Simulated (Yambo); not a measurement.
A G0W0@LDA run in Yambo for K2SnF6 (space group P-3m1, No. 164) (3×3×2 Γ-centred k mesh, 209 bands and a 7 Ry block in the screening, 209 bands in G with the Bruneval-Gonze terminator, plasmon pole fitted at 27.2 eV) gives these matrix elements, in eV, at the band edges (Γ → Γ):

| state | E0 | <Vxc> | <Σx> | <Σc(E0)> | Z |
|---|---|---|---|---|---|
| valence edge | 0.000 | -22.594 | -30.616 | 5.108 | 0.811 |
| conduction edge | 5.191 | -15.358 | -10.752 | -2.619 | 0.872 |

Problem. Solve the linearised quasiparticle equation for both states, give the gap, and say how exchange and correlation each act on it.

Solution. E = E0 + Z(Σx + Σc − Vxc). Valence: 0.000 + 0.811 × (-30.616 + (5.108) − (-22.594)) = -2.36 eV. Conduction: 5.191 + 0.872 × (-10.752 + (-2.619) − (-15.358)) = 6.92 eV. The gap is 9.29 eV, against 5.19 eV in LDA. Replacing Vxc by bare exchange alone would open it by 12.63 eV; correlation takes back 7.73 eV of that, and Z scales what is left. Nearest settings tried, and what they do to the gap: 166 bands in W, 166 bands in G: +53 meV; 6 Ry block (241 vectors against 295): +9 meV; 3×3×4 mesh: +7 meV. So the settings aren't converged at that level. Spin-orbit splittings are left out.

The standard potential for Sn keeps a d shell in the valence without the s and p states of that shell. In tests on such compounds this moved G0W0 gaps by up to about 0.9 eV, so absolute quasiparticle energies here are unreliable; differences between settings are what counts.

Geometry of the Materials Project entry, not relaxed at this level; primitive cell a = 5.8564 Å, b = 5.8564 Å, c = 4.5821 Å, α = 90.00°, β = 90.00°, γ = 120.00°.

The structure is a Materials Project entry; no match was found in the copy of COD used, and its stability was not checked.
